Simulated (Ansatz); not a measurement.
**BiP, one cell by several methods**

```yaml
crystal:
  lattice:
    - [0.00000, 2.92388, 2.92388]
    - [2.92388, 0.00000, 2.92388]
    - [2.92388, 2.92388, 0.00000]
  atoms:
    - { symbol: Bi, position: [0.00000, 0.00000, 0.00000] }
    - { symbol: P, position: [0.50000, 0.50000, 0.50000] }
```

Atoms are numbered in the order listed.

The cell was built from the rocksalt type and relaxed in the same program, and has space group Fm-3m; it needn't be a known or the stable phase.

Spin–orbit coupling is left out, though it moves levels of the heavy atoms by tenths of an eV or more.

Levels of theory: DFT, PBE, PAW with Ansatz's default frozen-core files, scalar-relativistic (Ansatz 0.2.0); DFT, PBE, all-electron LAPW, scalar-relativistic (Ansatz 0.2.0).

For PAW: a Γ-centred 12×12×12 k mesh, Fermi–Dirac smearing of 0.05 eV, cutoff 420 eV, no spin polarisation. LAPW targets a basis error of 0.25 meV/atom. The Ansatz runs share mesh, smearing and spin set-up. Plane-wave (PAW) pressures include the program's estimate of the Pulay term.

Stress and pressure are positive in compression.

Levels count from the top of the valence band.

PAW results:

| quantity | PAW |
| --- | --- |
| pressure (GPa) | 0.03 |
| band gap (eV) | 0.051 |
| highest filled level at K (eV) | -2.831 |
| lowest empty level at K (eV) | 3.427 |
| highest filled level at L (eV) | 0.000 |
| lowest empty level at L (eV) | 0.051 |
| highest filled level at U (eV) | -2.831 |
| lowest empty level at U (eV) | 3.427 |

(1) What does full-potential LAPW give for the same quantities?

Answers

(1) 
```
                      quantity    LAPW
                pressure (GPa)    0.05
                 band gap (eV)   0.052
highest filled level at K (eV)  -2.830
  lowest empty level at K (eV)   3.427
highest filled level at L (eV)   0.000
  lowest empty level at L (eV)   0.052
highest filled level at U (eV)  -2.830
  lowest empty level at U (eV)   3.427
```
